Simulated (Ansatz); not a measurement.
BiRh (NiAs type, P6_3/mmc), DFT-LDA in the program Ansatz with PAW potentials, all energies at zero smearing, with the estimated change up to a 700 eV cutoff added, with one set of potentials and settings (totals compare only within such a set). Cell of 4 atoms (2 Bi, 2 Rh): -36729.709 eV.

| element | reference phase | E (eV/atom) |
|---|---|---|
| Bi | R-3m, 2 atoms in the cell | -12085.8651 |
| Rh | Fm-3m, 1 atoms in the cell | -6278.6507 |

Formation energy per atom, worked out: (-36729.709 − 2×(-12085.8651) − 2×(-6278.6507))/4 = -0.169 eV/atom (-16 kJ per mol of atoms), at 0 K, without zero-point energy or fitted corrections.

The workflow started from a Materials Project entry (that database holds measured and hypothetical structures alike); the Crystallography Open Database files this formula in space group No. 194, but the cells were not matched. Its standing as an ambient phase is unchecked. The cell was relaxed with LDA under the symmetry of its start; whether a distortion lowers the energy is not shown. No spin polarisation was allowed. The references are the lowest solids computed at this level, not always the standard phases. Scalar-relativistic: spin–orbit coupling is off unless named, which matters more the heavier the elements.

Potentials: the later of the program's two PAW sets.
